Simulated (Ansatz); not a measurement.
La₂O₃ (A-La2O3 type, space group P-3m1)

```xyz
5
Lattice="3.9404 0.0000 0.0000 -1.9702 3.4125 0.0000 0.0000 0.0000 6.1883" Properties=species:S:1:pos:R:3 pbc="T T T"
La     0.0000     2.2750     1.5309
La     1.9702     1.1375     4.6574
O      0.0000     0.0000     0.0000
O      0.0000     2.2750     3.9933
O      1.9702     1.1375     2.1950
```

The slice is a (-1 1 0 2) plane (indices of the conventional cell) through the point (0.667, 0.333, 0.355) (fractional), spanned by u = [110] and v = [1 -1 1] in vectors of this cell: u (3.94 Å) and v (9.21 Å, at 90° to u). It covers one period; positions are fractions (u, v).

Method: PBE (plane waves to 420 eV, PAW, scalar-relativistic; Ansatz, a first-principles code). k mesh 10×10×6. Near the nuclei the fields are pseudised (PAW); where an atom keeps semicore shells as valence, they peak there. La2O3 is run without spin polarisation. La2O3 was relaxed with its symmetry unable to fall. The PAW data are Ansatz's earlier set.

### Question
Sketch the electrostatic potential energy of an electron, from the cell's mean on this plane as a map.

### Answer
```
|xxx#+-:-+#xx|
|xxx%*+++*%xx|
|x+*#######*+|
| .-*%@@@%*-.|
|   =#@@@#=  |
|   -#xxx#-  |
|   -#xxx#-  |
|   =#xxx#=  |
|  :+%@@@%+: |
|--=*#####*=-|
|**++=---=++*|
|##+-     -+#|
|%#=  xxx  =#|
|%#- xxxxx -#|
|%#: xxxxx :#|
|%#: xxxxx :#|
|%#- xxxxx -#|
|##+.     .+#|
|###+-. .-+##|
|##%%#xxx#%%#|
|##%@xxxxx@%#|
|##%@xxxxx@%#|
|##%%xxxxx%%#|
|%%%%#xxx#%%%|
|x%%#+-:-+#%%|
|xxx*-   -*xx|
|xxx+:   :+xx|
|xxxx-   -xxx|
```
Scale: ten equal steps from 1.00 (start of ' ') to 9.26 (end of '@'), in the order ' .:-=+*#%@'. Values: electrostatic potential energy of an electron, from the cell's mean, in eV. The map has 12 points along u (one character each, u = 0 at the left) and 28 along v (v = 0 in the bottom row). Points within 1 Å of a nucleus are blanked (x), as the pseudised field means little there. Values under 1 eV are set to 1. The zero, the cell's mean, hangs on the PAW cores.
